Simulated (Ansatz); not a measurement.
Ge$_{2}$Mo in space group Pnma (No. 62; Ge on 4c, Ge on 4c, Mo on 4c), the program Ansatz at the PBE level (PAW), all energies at zero smearing, with the estimated change up to a 700 eV cutoff added, with one set of potentials and settings (totals compare only within such a set). Cell of 12 atoms (8 Ge, 4 Mo): -54185.898 eV.

| element | reference phase | E (eV/atom) |
|---|---|---|
| Ge | Fd-3m, 2 atoms in the cell | -4294.9847 |
| Mo | Im-3m, 1 atoms in the cell | -4956.0212 |

Formation energy per atom, worked out: (-54185.898 − 8×(-4294.9847) − 4×(-4956.0212))/12 = -0.161 eV/atom (-16 kJ per mol of atoms), at 0 K, without zero-point energy or fitted corrections.

The workflow started from a Materials Project entry (that database holds measured and hypothetical structures alike); the Crystallography Open Database files this formula in space group No. 62, but the cells were not matched. Whether it is the stable phase at ambient conditions was not checked. The cell was relaxed with PBE under the symmetry of its start; its stability against distortions is not shown here. No spin polarisation was allowed. The references are the lowest solids computed at this level, not always the standard phases.

Potentials: the later of the program's two PAW sets.
